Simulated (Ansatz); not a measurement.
Input:

BN:
```cif
data_B4N4
_chemical_formula_sum 'N4 B4'
_space_group_name_H-M_alt 'Fm-3m'
_space_group_IT_number 225
_space_group_name_Hall '-F 4 2 3'
_cell_length_a 3.50342
_cell_length_b 3.50342
_cell_length_c 3.50342
_cell_angle_alpha 90.000
_cell_angle_beta 90.000
_cell_angle_gamma 90.000
loop_
_atom_site_label
_atom_site_type_symbol
_atom_site_symmetry_multiplicity
_atom_site_Wyckoff_symbol
_atom_site_fract_x
_atom_site_fract_y
_atom_site_fract_z
_atom_site_occupancy
N1 N 4 a 0.00000 0.00000 0.00000 1
B1 B 4 b 0.50000 0.50000 0.50000 1
```
(The calculation used a cell of 2 atoms; values per cell refer to that cell.)

This is the PBE-relaxed structure.

### Question
All from PBE in the plane-wave PAW code Ansatz, unless another level is named. Estimate the Young's modulus.

### Answer
736 GPa.

### Question
Predict the elastic constants (relaxed ions, GPa).

### Answer
C11 = 521, C12 = 309, C44 = 619.

A made-up cell: these elements were put on the sites of a structure type; neither database checked (COD, Materials Project) lists it. It is not the phase usual at ambient conditions (space group No. 186, 194, 216). Symmetry was held in the PBE relaxation. At this level the phase is dynamically unstable (imaginary phonons).

Potentials: the later of the program's two PAW sets.
